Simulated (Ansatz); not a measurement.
**B6H10N — electric field gradients**

The cell is an entry of the Crystallography Open Database (COD), ions relaxed with PBE at fixed cell.

Space group Fm-3 (No. 202); a = 10.8781 Å.

```
site  Wyckoff  site symmetry       x       y       z
   B      48h            m..  0.5000  0.4186  0.1325
 H13      32f            .3.  0.1951  0.8049  0.1951
 H21      48h            m..  0.5000  0.3615  0.2271
   N       8c            23.  0.2500  0.7500  0.2500
```

One atom of each set is listed; the run and its k-mesh use a cell of 34 atoms with edges of 7.69, 7.69, 7.69 Å.

Method: Kohn–Sham DFT in Ansatz, PBE, plane waves and PAW, scalar-relativistic, 420 eV cutoff, Γ-centred 6×6×6 k-points, Fermi–Dirac smearing 0.05 eV.

C_Q = eQV_zz/h, which is 24.18 MHz for Q = 1 b and V_zz = 10²¹ V/m²; η = (V_xx − V_yy)/V_zz.

10B: I = 3, Q = 84.59 mb; 2H: I = 1, Q = 2.858 mb; 14N: I = 1, Q = 20.44 mb. Nuclear quadrupole moments: year-2017 set (Pyykkö).

**Question.** What field gradients does the calculation give at each kind of site?

**Answer.** 

| site | atoms | first shell | V_zz (10²¹ V/m²) | η | C_Q (MHz) |
| --- | --- | --- | --- | --- | --- |
| B | 12 | 1 H at 1.20 Å, 5 B at 1.77–1.78 Å | -0.80 | 0.12 | -1.64 |
| H13 | 8 | 1 N at 1.03 Å | 2.98 | 0.00 | 0.206 |
| H21 | 12 | 1 B at 1.20 Å | 1.91 | 0.05 | 0.132 |
| N | 2 | 4 H at 1.03 Å | 0.00 | – | 0 |

An axis of threefold or higher order runs through H13, so V_zz lies along it and η is zero. N sits on a cubic site, where every gradient vanishes. At B V_zz points along its shortest bond, to H (within 2°). At H21 V_zz points along its bond to B (within 1°).

The lattice is static: at room temperature ammonium may turn and average the couplings of its hydrogen. The entry's hydrogen positions were far off; the other atoms hardly move on relaxation.
